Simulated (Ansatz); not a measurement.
## An elastic constant from a strain scan in C

Level of theory: DFT r2SCAN, scalar-relativistic, plane waves, PAW (Ansatz). Cutoff 500 eV, Γ-centred 12×12×12 k-points, Gaussian smearing of 0.05 eV. No spin polarisation. Energies are free energies at this smearing, counted from the undisturbed cell; pressure is positive in compression.

Reference structure (relaxed at this level):

```
C
1.0
     0.00000    1.78014    1.78014
     1.78014    0.00000    1.78014
     1.78014    1.78014    0.00000
C
2
Direct
  0.50000 0.50000 0.50000
  0.75000 0.75000 0.75000
```

The cell is strained by ε times the Voigt pattern (0, 0, 0, 1, 0, 0) (xx, yy, zz, yz, xz, xy; engineering shear) with fractional coordinates fixed. The cell holds 2 atoms in V0 = 11.28 Å³. The stress column is τ = (1/V0) dE/dε, got from the stress tensor σ (compression positive) at each point as −det(1 + εP) σ : P(1 + εP)⁻¹, with P the pattern as a tensor.

```
      ε  ΔE (meV/atom)  τ (GPa)
-0.0175          3.173  -10.305
-0.0150          2.331   -8.831
-0.0125          1.618   -7.359
-0.0100          1.036   -5.887
-0.0075          0.582   -4.415
-0.0050          0.258   -2.943
-0.0025          0.064   -1.471
 0.0000          0.000    0.000
 0.0025          0.064    1.471
 0.0050          0.258    2.943
 0.0075          0.582    4.415
 0.0100          1.036    5.887
 0.0125          1.618    7.359
 0.0150          2.331    8.831
 0.0175          3.173   10.305
 0.0200              ?        ?
```

Q: Which combination of elastic constants does this scan measure, and how large is it?

A: For small ε, τ = τ0 + Kε with K = pᵀCp, which for this pattern is C44 in the cubic axes. The parabola through τ at ε = -0.0025, 0 and 0.0025 has slope K = 589 GPa at zero. The energies per cell, E = NΔE, of the wider pair ε = ±0.0175 give K = 2[E(ε₊)/ε₊ − E(ε₋)/ε₋]/[(ε₊ − ε₋)V0] = 589 GPa, in agreement. These are clamped-ion values.

Q: Predict the withheld row at ε = 0.0200 from the harmonic law, and compare.

A: ΔE = V0(τ0 ε + Kε²/2)/N = 4.145 meV/atom and τ = 11.77 GPa. The calculation gives 4.145 meV/atom and 11.78 GPa, a miss of 0.01 meV/atom at most, so the harmonic law still holds here.

Forces appear on the atoms along this scan, and letting them relax would lower the energy and soften the response.

Cost: 9 runs of about 0.31 core-minutes in all, on Intel Xeon 6975P-C (Granite Rapids) (shared hosts).